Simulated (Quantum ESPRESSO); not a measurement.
## Computed NMR tensors in ZnS

```xyz
4
Lattice="3.8058 0.0000 0.0000 -1.9029 3.2959 0.0000 0.0000 0.0000 6.2380" Properties=species:S:1:pos:R:3 pbc="T T T"
Zn     0.0000     2.1973     0.0009
Zn     1.9029     1.0986     3.1199
S      0.0000     2.1973     2.3384
S      1.9029     1.0986     5.4574
```
The geometry is a computed Materials Project entry, not a measured one. It is ZnS in P6₃mc. Stability against distortions was not tested.

Shieldings are absolute and leave out the bulk-susceptibility term; a larger σ means a smaller chemical shift. By our sweeps, such settings leave a few ppm in absolute σ on light atoms and up to some 20 ppm from Zn on. No d partial waves on S: the paramagnetic term there is incompletely reconstructed. The structure is static (0 K, no zero-point motion).

### Question
What do the calculations give at each independent site (shieldings by PBE GIPAW on JTH datasets (Quantum ESPRESSO, modified build), 20 Ha, k-mesh 8×8×4 shifted, f-sum rule met within 0.004 %)?

### Answer
| site | site symmetry | σ_iso (ppm) |
|---|---|---|
| Zn (atoms 1, 2) | 3m | 1221 |
| S (atoms 3, 4) | 3m | 645 |
